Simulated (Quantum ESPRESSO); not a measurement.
# Si3O4NF: one run as intended and one with a planted mistake

A calculation, not a measurement. The program is pw.x of Quantum ESPRESSO 7.5 (plane-wave density functional theory). The cell is made up: 9 atoms on a quartz lattice, with randomly drawn elements, strain and displacements, not relaxed. PseudoDojo standard norm-conserving files (v0.5 for PBE, v0.4.1 for LDA and PBEsol) set the functional; there is no spin polarisation, spin-orbit coupling or dispersion term, and the masses in the input are unused placeholders.

Intended input:

```
&control calculation='scf', pseudo_dir='./dojo.nc.sr.pbe.v0_5.standard.upf', outdir='./o', disk_io='low', tprnfor=.true., tstress=.true. /
&system ibrav=0, nat=9, ntyp=4, nbnd=30, ecutwfc=84.00895049, nosym=.true., tot_charge=0,
 occupations='smearing', smearing='fd', degauss=0.0018374661
/
&electrons conv_thr=7.350e-09, electron_maxstep=60, /
ATOMIC_SPECIES
F 1.0 F.upf
N 1.0 N.upf
O 1.0 O.upf
Si 1.0 Si.upf
CELL_PARAMETERS angstrom
4.9288 0.0 0.0
-2.4644 4.2684 0.0
0.0 0.0 5.4099
ATOMIC_POSITIONS angstrom
Si 2.3087 -0.062 3.6196
Si -1.128 1.9814 1.8155
Si 1.3029 2.2664 -0.0277
O 1.3542 1.1976 4.249
N 3.2589 0.5587 2.4481
O 2.7906 2.5221 0.6856
O 0.2955 1.7613 1.1289
F -1.0967 3.196 2.9341
O 0.8406 3.6387 4.7515
K_POINTS automatic
5 5 4 1 1 1
```

The log is shortened where brackets say so; the opening notice, blank lines, dates and the lines on written files are dropped, and the path of the files is cut. It prints rydbergs, bohrs and kilobars, and counts compression as positive stress. Where no state is partly filled, the Fermi energy that it prints is only some level between the filled and the empty states on the mesh, and need not lie in the true gap.

Log of the intended run:

```
     Program PWSCF v.7.5
     Parallel version (MPI & OpenMP), running on       4 processor cores
     Number of MPI processes:                 4
     Threads/MPI process:                     1
     [start-up lines left out]
     bravais-lattice index     =            0
     lattice parameter (alat)  =       9.3141  a.u.
     unit-cell volume          =     768.0547 (a.u.)^3
     number of atoms/cell      =            9
     number of atomic types    =            4
     number of electrons       =        48.00
     number of Kohn-Sham states=           30
     kinetic-energy cutoff     =      84.0090  Ry
     charge density cutoff     =     336.0358  Ry
     scf convergence threshold =      7.3E-09
     mixing beta               =       0.7000
     number of iterations used =            8  plain     mixing
     Exchange-correlation= PBE
                           (   1   4   3   4   0   0   0)
     [axes and pseudopotential details left out]
   Cartesian axes
     site n.     atom                  positions (alat units)
         1        Si     tau(   1) = (   0.4684102  -0.0125791   0.7343775  )
         2        Si     tau(   2) = (  -0.2288590   0.4020045   0.3683452  )
         3        Si     tau(   3) = (   0.2643443   0.4598280  -0.0056200  )
         4        O      tau(   4) = (   0.2747525   0.2429800   0.8620760  )
         5        N      tau(   5) = (   0.6611954   0.1133542   0.4966929  )
         6        O      tau(   6) = (   0.5661824   0.5117067   0.1391008  )
         7        O      tau(   7) = (   0.0599537   0.3573486   0.2290416  )
         8        F      tau(   8) = (  -0.2225085   0.6484337   0.5952970  )
         9        O      tau(   9) = (   0.1705486   0.7382527   0.9640278  )
     number of k points=    50  Fermi-Dirac smearing, width (Ry)=  0.0018
                       cart. coord. in units 2pi/alat
        k(    1) = (   0.1000000   0.1732078   0.1138838), wk =   0.0400000
        k(    2) = (   0.1000000   0.1732078   0.3416514), wk =   0.0400000
     [further k points left out]
     Dense  grid:    79907 G-vectors     FFT dimensions: (  60,  60,  60)
     Estimated max dynamical RAM per process >     163.13 MB
     Estimated total dynamical RAM >     593.98 MB
     Initial potential from superposition of free atoms
     starting charge      47.9981, renormalised to      48.0000
     Starting wfcs are   36 randomized atomic wfcs
     total cpu time spent up to now is        3.3 secs
     per-process dynamical memory:   127.7 Mb
     Self-consistent Calculation
     iteration #  1     ecut=    84.01 Ry     beta= 0.70
     Davidson diagonalization with overlap
     ethr =  1.00E-02,  avg # of iterations =  3.0
     total cpu time spent up to now is        8.8 secs
     total energy              =    -227.20413310 Ry
     estimated scf accuracy    <       2.66661902 Ry
     iteration #  2     ecut=    84.01 Ry     beta= 0.70
     Davidson diagonalization with overlap
     ethr =  5.56E-03,  avg # of iterations =  3.0
     total cpu time spent up to now is       14.0 secs
     total energy              =    -227.91770168 Ry
     estimated scf accuracy    <       2.02830069 Ry
     [iterations 3 to 10 left out]
     iteration # 11     ecut=    84.01 Ry     beta= 0.70
     Davidson diagonalization with overlap
     ethr =  2.73E-10,  avg # of iterations =  2.0
     total cpu time spent up to now is       58.3 secs
     total energy              =    -228.31440726 Ry
     estimated scf accuracy    <       0.00000001 Ry
     iteration # 12     ecut=    84.01 Ry     beta= 0.70
     Davidson diagonalization with overlap
     ethr =  3.08E-11,  avg # of iterations =  3.0
     total cpu time spent up to now is       62.8 secs
     End of self-consistent calculation
     [lines on levels left out]
     the Fermi energy is     6.1739 ev
!    total energy              =    -228.31440726 Ry
     estimated scf accuracy    <          1.3E-09 Ry
     smearing contrib. (-TS)   =       0.00000000 Ry
     internal energy E=F+TS    =    -228.31440726 Ry
     The total energy is F=E-TS. E is the sum of the following terms:
     one-electron contribution =    -106.56214018 Ry
     hartree contribution      =      78.97244891 Ry
     xc contribution           =     -61.09613340 Ry
     ewald contribution        =    -139.62858260 Ry
     convergence has been achieved in  12 iterations
     Forces acting on atoms (cartesian axes, Ry/au):
     atom    1 type  4   force =     0.17585617    0.29427755    0.06121492
     atom    2 type  4   force =    -0.07422532   -0.22205238   -0.09101226
     atom    3 type  4   force =     0.06601582    0.00898642    0.12149308
     atom    4 type  3   force =     0.01512459   -0.13053168   -0.06691171
     atom    5 type  2   force =     0.00860877    0.02882918   -0.00483448
     atom    6 type  3   force =    -0.03564694    0.04173700   -0.04526523
     atom    7 type  3   force =     0.01819795    0.02425169    0.02126206
     atom    8 type  1   force =    -0.12081247   -0.06158070    0.00459911
     atom    9 type  3   force =    -0.05311856    0.01608292   -0.00054548
     Total force =     0.504150     Total SCF correction =     0.000034
     Computing stress (Cartesian axis) and pressure
          total   stress  (Ry/bohr**3)                   (kbar)     P=      102.28
   0.00035622   0.00022996   0.00007572           52.40       33.83       11.14
   0.00022996   0.00081711   0.00022531           33.83      120.20       33.14
   0.00007572   0.00022531   0.00091256           11.14       33.14      134.24
     init_run     :      3.08s CPU      3.26s WALL (       1 calls)
     electrons    :     59.17s CPU     59.53s WALL (       1 calls)
     forces       :      0.97s CPU      1.00s WALL (       1 calls)
     stress       :      3.19s CPU      3.19s WALL (       1 calls)
     [timing details left out]
     PWSCF        :   1m 6.52s CPU   1m 7.15s WALL
     JOB DONE.
```

A second run has one planted mistake: the self-consistency threshold is too loose. The input lines that differ, file-writing options aside:

```
- &electrons conv_thr=7.350e-09, electron_maxstep=60, /
+ &electrons conv_thr=7.350e-03, electron_maxstep=60, /
```

Its log:

```
     Program PWSCF v.7.5
     Parallel version (MPI & OpenMP), running on       4 processor cores
     Number of MPI processes:                 4
     Threads/MPI process:                     1
     [start-up lines left out]
     bravais-lattice index     =            0
     lattice parameter (alat)  =       9.3141  a.u.
     unit-cell volume          =     768.0547 (a.u.)^3
     number of atoms/cell      =            9
     number of atomic types    =            4
     number of electrons       =        48.00
     number of Kohn-Sham states=           30
     kinetic-energy cutoff     =      84.0090  Ry
     charge density cutoff     =     336.0358  Ry
     scf convergence threshold =      7.3E-03
     mixing beta               =       0.7000
     number of iterations used =            8  plain     mixing
     Exchange-correlation= PBE
                           (   1   4   3   4   0   0   0)
     [axes and pseudopotential details left out]
   Cartesian axes
     site n.     atom                  positions (alat units)
         1        Si     tau(   1) = (   0.4684102  -0.0125791   0.7343775  )
         2        Si     tau(   2) = (  -0.2288590   0.4020045   0.3683452  )
         3        Si     tau(   3) = (   0.2643443   0.4598280  -0.0056200  )
         4        O      tau(   4) = (   0.2747525   0.2429800   0.8620760  )
         5        N      tau(   5) = (   0.6611954   0.1133542   0.4966929  )
         6        O      tau(   6) = (   0.5661824   0.5117067   0.1391008  )
         7        O      tau(   7) = (   0.0599537   0.3573486   0.2290416  )
         8        F      tau(   8) = (  -0.2225085   0.6484337   0.5952970  )
         9        O      tau(   9) = (   0.1705486   0.7382527   0.9640278  )
     number of k points=    50  Fermi-Dirac smearing, width (Ry)=  0.0018
                       cart. coord. in units 2pi/alat
        k(    1) = (   0.1000000   0.1732078   0.1138838), wk =   0.0400000
        k(    2) = (   0.1000000   0.1732078   0.3416514), wk =   0.0400000
     [further k points left out]
     Dense  grid:    79907 G-vectors     FFT dimensions: (  60,  60,  60)
     Estimated max dynamical RAM per process >     163.13 MB
     Estimated total dynamical RAM >     593.98 MB
     Initial potential from superposition of free atoms
     starting charge      47.9981, renormalised to      48.0000
     Starting wfcs are   36 randomized atomic wfcs
     total cpu time spent up to now is        3.4 secs
     per-process dynamical memory:   127.9 Mb
     Self-consistent Calculation
     iteration #  1     ecut=    84.01 Ry     beta= 0.70
     Davidson diagonalization with overlap
     ethr =  1.00E-02,  avg # of iterations =  3.0
     total cpu time spent up to now is        9.0 secs
     total energy              =    -227.20413310 Ry
     estimated scf accuracy    <       2.66661902 Ry
     iteration #  2     ecut=    84.01 Ry     beta= 0.70
     Davidson diagonalization with overlap
     ethr =  5.56E-03,  avg # of iterations =  3.0
     total cpu time spent up to now is       14.3 secs
     total energy              =    -227.91770168 Ry
     estimated scf accuracy    <       2.02830069 Ry
     iteration #  3     ecut=    84.01 Ry     beta= 0.70
     Davidson diagonalization with overlap
     ethr =  4.23E-03,  avg # of iterations =  2.0
     total cpu time spent up to now is       18.5 secs
     total energy              =    -228.29105217 Ry
     estimated scf accuracy    <       0.05425890 Ry
     iteration #  4     ecut=    84.01 Ry     beta= 0.70
     Davidson diagonalization with overlap
     ethr =  1.13E-04,  avg # of iterations =  8.5
     total cpu time spent up to now is       25.0 secs
     End of self-consistent calculation
     [lines on levels left out]
     the Fermi energy is     6.1236 ev
!    total energy              =    -228.31263023 Ry
     estimated scf accuracy    <       0.00647214 Ry
     smearing contrib. (-TS)   =       0.00000000 Ry
     internal energy E=F+TS    =    -228.31263023 Ry
     The total energy is F=E-TS. E is the sum of the following terms:
     one-electron contribution =    -106.84324146 Ry
     hartree contribution      =      79.34706200 Ry
     xc contribution           =     -61.18786817 Ry
     ewald contribution        =    -139.62858260 Ry
     convergence has been achieved in   4 iterations
     Forces acting on atoms (cartesian axes, Ry/au):
     atom    1 type  4   force =     0.17512356    0.29364503    0.05983160
     atom    2 type  4   force =    -0.07497007   -0.22037410   -0.09024094
     atom    3 type  4   force =     0.06530926    0.00828985    0.11855879
     atom    4 type  3   force =     0.01757112   -0.12991824   -0.06313906
     atom    5 type  2   force =     0.00716666    0.02950536   -0.00354855
     atom    6 type  3   force =    -0.03702016    0.03894744   -0.04307646
     atom    7 type  3   force =     0.01737927    0.02747899    0.01872710
     atom    8 type  1   force =    -0.11800547   -0.05940605    0.00325905
     atom    9 type  3   force =    -0.05255416    0.01183172   -0.00037152
     Total force =     0.499821     Total SCF correction =     0.051313
     SCF correction compared to forces is large: reduce conv_thr to get better values
     Computing stress (Cartesian axis) and pressure
          total   stress  (Ry/bohr**3)                   (kbar)     P=      133.08
   0.00055095   0.00024507   0.00009597           81.05       36.05       14.12
   0.00024507   0.00103641   0.00025233           36.05      152.46       37.12
   0.00009597   0.00025233   0.00112658           14.12       37.12      165.73
     init_run     :      3.15s CPU      3.32s WALL (       1 calls)
     electrons    :     21.42s CPU     21.66s WALL (       1 calls)
     forces       :      0.95s CPU      0.97s WALL (       1 calls)
     stress       :      3.04s CPU      3.04s WALL (       1 calls)
     [timing details left out]
     PWSCF        :     28.67s CPU     29.17s WALL
     JOB DONE.
```

```
                                            intended run  run with the mistake
                          free energy (eV)     -3106.376             -3106.352
                    smearing term -TS (eV)        0.0000                0.0000
                            pressure (GPa)         10.23                 13.31
            largest force component (eV/Å)         7.566                 7.550
largest change of a force component (eV/Å)                               0.109
                                iterations            12                     4
```

For scale, a rerun of the intended cell at 1437 eV and a 7 x 7 x 6 mesh moved values by no more than 0.003 eV in energy, 0.02 GPa in stress and 0.002 eV/Å in force.